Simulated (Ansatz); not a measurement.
An Ansatz (an electronic-structure program) run. Input:

Ansatz 0.2 input:
```yaml
crystal:
  lattice:
    - [0.0, 3.1543445938, 3.1543445938]
    - [3.1543445938, 0.0, 3.1543445938]
    - [3.1543445938, 3.1543445938, 0.0]
  atoms:
    - { symbol: Ge, position: [0.0, 0.0, 0.0] }
    - { symbol: Ti, position: [0.5, 0.5, 0.5] }
    - { symbol: Ti, position: [0.25, 0.25, 0.25] }
    - { symbol: Ti, position: [0.75, 0.75, 0.75] }
kpoints:
  mp_grid: { grid: [7, 7, 7] }
hamiltonian:
  xc: hse06
  pseudopotentials: { kind: paw }
scf:
  occupations: { method: gaussian, width: 0.05 }
checkpoint: { read: metal.run }
output: { bader: true, populations: true }
```

Output (shortened):

```
WARN checkpoint.read: basis.xc_grid differs: saved 2, current 1 (points along each axis for each point of the dense box …
WARN checkpoint.read: where the exact-exchange loop starts from the saved orbitals it accepts no state on its first cycle, because this run solves another …
Pseudopotential: Ge, paw, valence charge 14
Pseudopotential: Ti, paw, valence charge 12
Functional definition: HSE06
Crystal: 4 atoms, lattice volume = 62.771 Å³
Basis set: ecut = 420 eV, 1243 PW (Γ)
Bands: 30, of which v1, the nominal top of the filled ones, is band 25 counted from 1 (24 counted from 0)
Symmetry: 48 space group operations
Space group: Fm-3m (ITA 225), of the structure as read, at distance tolerance 4.0e-5 Å
k-points: 20 of 343
Exchange kernel: α = 0.2500, screened, ω = 0.2079 Å⁻¹, Wigner–Seitz truncation, v(0) = 1046.9301 eV·Å³, q-mesh 7×7×7, nearest image of the exchange supercell L …
Frozen-core exchange: fock
iter 1 solved again at ethr=3.45e-9 eV; its pass at ethr=1.00e-1 eV (dr2=1.72e-6 eV) is discarded
SCF iter   1: F=—  HF=-11793.701861 eV  |F-HF|=—  |Δ(HF+E_count)|=         —  Δρ=5.22e-5  dr2=3.49e-6  ethr=3.45e-9  ⟨swp⟩=5.0  Hψ=2161  notcnv=0
preconditioner: auto → none
SCF iter   2: F=—  HF=-11793.701862 eV  |F-HF|=—  |Δ(HF+E_count)|=   1.86e-6  Δρ=1.23e-4  dr2=1.68e-5  ethr=3.45e-9  ⟨swp⟩=5.5  Hψ=1610  notcnv=0  recentre
iter 3 solved again at ethr=5.88e-11 eV; its pass at ethr=3.45e-9 eV (dr2=2.94e-8 eV) is discarded
SCF iter   3: F=—  HF=-11793.701860 eV  |F-HF|=—  |Δ(HF+E_count)|=   2.32e-6  Δρ=8.74e-6  dr2=7.85e-7  ethr=5.88e-11  ⟨swp⟩=3.9  Hψ=2804  notcnv=0
SCF iter   4: F=—  HF=-11793.701870 eV  |F-HF|=—  |Δ(HF+E_count)|=   1.04e-5  Δρ=3.56e-5  dr2=1.54e-6  ethr=5.68e-11  ⟨swp⟩=5.2  Hψ=2227  notcnv=0
SCF iter   5: F=-11793.701870 eV  HF=-11793.701870 eV  |F-HF|=3.51e-10  |Δ(HF+E_count)|=   2.35e-7  Δρ=1.18e-6  dr2=5.13e-9  ethr=5.68e-11  ⟨swp⟩=6.0  Hψ=1789  notcnv=0
SCF 1 converged in 5 iterations: F = -11793.701870 eV  dr2 = 5.13e-9
hybrid outer 1: dexx = +3.619e-8 eV, tail = 9.31e-8 eV
Crystal: 4 atoms, lattice volume = 62.771 Å³
Exchange kernel: α = 0.2500, screened, ω = 0.2079 Å⁻¹, Wigner–Seitz truncation, v(0) = 1046.9301 eV·Å³, q-mesh 7×7×7, nearest image of the exchange supercell L …
Frozen-core exchange: fock
SCF iter   1: F=—  HF=-11793.701870 eV  |F-HF|=—  |Δ(HF+E_count)|=         —  Δρ=9.57e-6  dr2=1.06e-7  ethr=2.00e-9  ⟨swp⟩=4.7  Hψ=1269  notcnv=0
preconditioner: auto → none
iter 2 solved again at ethr=1.94e-12 eV; its pass at ethr=1.90e-10 eV (dr2=9.69e-10 eV) is discarded
SCF iter   2: F=-11793.701870 eV  HF=-11793.701870 eV  |F-HF|=4.02e-10  |Δ(HF+E_count)|=   1.41e-8  Δρ=1.48e-6  dr2=7.73e-9  ethr=1.94e-12  ⟨swp⟩=5.0  Hψ=2663  notcnv=0
SCF 2 converged in 2 iterations: F = -11793.701870 eV  dr2 = 7.73e-9
hybrid outer 2: dexx = +1.487e-8 eV, tail = 1.58e-8 eV, Δε = 2.00e-4 eV (about 8.00e-5 eV left of the loop's levels)
the last iteration of the SCF fills more bands at one k-point than at another …
hybrid SCF converged: 2 outer / 7 inner (+0 warm-up), last move |dexx| = 1.49e-8 eV, tail = 1.58e-8 eV
Stability not checked (fock_operator)
Free energy (F): -11793.701870 eV
Frozen-core exchange: fock
Harris-Foulkes:  -11793.701870 eV  (|F-HF|=4.02e-10)
Internal energy: -11793.694516 eV  (E = F + TS)
E sigma→0 (E₀):  -11793.698193 eV
Entropy (-TS):   -0.007354 eV (-1.839 meV/atom)
Fermi energy:    14.684835 eV
--- Per-component energies (eV) ---
  E_band       = -606.329203
  E_kinetic    = 935.328464
  E_local      = -4256.433331  (includes V_loc(G=0)·N_el)
  E_nonlocal   = 439.665240
  E_hartree    = 1826.996220
  E_xc         = -299.750385
  E_vxc        = -348.180156  (∫ρ·V_xc dr)
  E_exx        = -172.818806  (= α·E_x^exact, valence–valence)
  E_paw        = -5061.561461  (= ΣΔE_a)
  E_vpaw       = -685.065344  (= ΣTr[D̂ρ^β])
  E_aug_tail   = 0.000600  (compensation charges beyond the density's cutoff)
  E_ewald      = -5204.239868
  E_core_change = -0.881188  (= ΣΔE_core)
  E_smearing   = -0.007354  (= −TS)
  E_closure    =  0.000000  (closes the sum)
  Σ components = -11793.701870   (vs F -11793.701870, Δ=0.00e0)
  [band-id]    e_kinetic+e_local+e_nonlocal+2·e_hartree+e_vxc+2·e_exx+e_vpaw+e_augmentation_tail = -606.329701   (vs E_band -606.329203, Δ=-4.97e-4)
--- Band table (eV; the first three rows and the last of 20) ---
  k-point 0: bands = ["-46.7486", "-46.6698", "-46.0439", "-21.4600", "-21.4600", "-21.4600", "-21.3851", "-21.3851", "-21.3851", "-20.6982", "-20.6982", "-20.6982", "-12.8540", "-12.8540", "-12.8540", "-12.8511", "-12.8511", "3.1654", "11.3963", "11.3963", …
  k-point 1: bands = ["-46.7427", "-46.6725", "-46.0471", "-21.4941", "-21.4691", "-21.4691", "-21.3835", "-21.3835", "-21.3490", "-20.7053", "-20.6917", "-20.6917", "-12.8550", "-12.8542", "-12.8542", "-12.8507", "-12.8507", "3.3857", "10.8685", "11.2967", …
  k-point 2: bands = ["-46.7277", "-46.6802", "-46.0545", "-21.5112", "-21.4868", "-21.4868", "-21.3824", "-21.3824", "-21.3365", "-20.7124", "-20.6771", "-20.6771", "-12.8573", "-12.8547", "-12.8547", "-12.8499", "-12.8499", "3.9555", "9.8116", "11.2203", …
  k-point 19: bands = ["-46.6984", "-46.6965", "-46.0675", "-21.6400", "-21.5312", "-21.4793", "-21.4375", "-21.2845", "-21.2680", "-20.7110", "-20.6828", "-20.6414", "-12.8587", "-12.8578", "-12.8557", "-12.8500", "-12.8489", "4.9070", "9.8346", "10.0191", …
  guard bands above this table: 3 of the run's 30 bands. The solve was not asked for them (output.publish_guard_bands: true or output.eigenvalues …
--- Löwdin populations: 4 sites ---
  site symbol       q [e]
     0     Ge     14.7204
     1     Ti     11.8479
     2     Ti     11.5062
     3     Ti     11.5062
  spilling = 0.008385 (of n_electrons = 50.000000)
--- Bader charges: 4 sites ---
  site symbol  charge [e]  shift [e]
     0     Ge     -1.7034     0.0045
     1     Ti      0.2778     0.0033
     2     Ti      0.7128     0.0039
     3     Ti      0.7128     0.0039
  shift: an alarm, by how much a part of what the PAW files miss would move the charge. Where it is large, compare
  with a run on PAW files of another source; a small one proves nothing
  estimated error of the sums over rays = 6.3e-4 e
```

Cost: about 90 core-seconds (a rough figure) on shared cores.

A made-up cell: these elements were put on the sites of a structure type; the Crystallography Open Database copy checked does not list it. Whether it is the stable phase at ambient conditions was not checked. The cell was relaxed with HSE06 under the symmetry of its start; whether a distortion lowers the energy is not shown. No spin polarisation was allowed. The volume moved by -22 % from the start of the relaxation. Scalar-relativistic: spin–orbit coupling is off unless named, which matters more the heavier the elements.

Potentials: the later of the program's two PAW sets.

Ansatz is a plane-wave DFT program.
